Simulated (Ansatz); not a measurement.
Relaxed TaRu (space group P4/mmm):

```xyz
4
Lattice="3.0035 0.0000 0.0000 0.0000 3.0035 0.0000 0.0000 0.0000 6.7285" Properties=species:S:1:pos:R:3 pbc="T T T"
Ta     1.5017     1.5017     1.6821
Ta     1.5017     1.5017     5.0464
Ru     0.0000     0.0000     0.0000
Ru     0.0000     0.0000     3.3643
```

A phonon eigenvector at Z = (0.0, 0.0, 0.5) is frozen into this cell: atom i moves by Q times the vector below, so Q is the largest atomic displacement, in Å. The cell is held. (q is in reciprocal vectors of the primitive cell; the cell shown is doubled to hold the pattern.)

```tsv
atom	x	y	z
Ta1	0.000	0.000	-1.000
Ta2	0.000	0.000	1.000
```

Atoms not listed stay in place.

Calculation: LDA (plane waves to 420 eV, PAW, scalar-relativistic; Ansatz, an electronic-structure program). k mesh 15×15×7 (Γ-centred), Fermi-Dirac smearing 0.05 eV. E stands for the smeared free energy. With partly filled bands, energies and forces of such displacements shift with the k mesh and the smearing. Spin-orbit coupling is left out, though Ta is heavy. TaRu is run without spin polarisation. TaRu was relaxed with its symmetry unable to fall. The zero of ΔE is the undisplaced structure. The last digit holds for this mesh only.

```
Q (Å)    ΔE (meV/cell)
-------  -------------
-0.2800       withheld
-0.2333         1058.4
-0.1867          664.2
-0.1400          361.7
-0.0933          153.7
-0.0467           37.1
0.0000             0.0
0.0467            37.1
0.0933           153.7
0.1400           361.7
0.1867           664.2
0.2333          1058.4
0.2800        withheld
```

**Question.** Fit an even polynomial form (powers 2, 4, 6) to the given rows and predict ΔE at Q = 0.2800.

**Answer.** Least squares on the 11 given rows: ΔE = (17090)·Q² + (80670)·Q⁴ + (-687500)·Q⁶, in meV/cell with Q in Å; root-mean-square residual 0.58 meV/cell. At 0.2800 the fit gives 1504.4 meV/cell; the calculation gives 1543.4 meV/cell, so the extrapolation is off by -39.0 (-2.5 %). The quadratic term alone would give 1339.9 meV/cell.

(A displaced cell: forces are minus the slopes of the energy, force constants its curvatures, and phonons follow from these.)
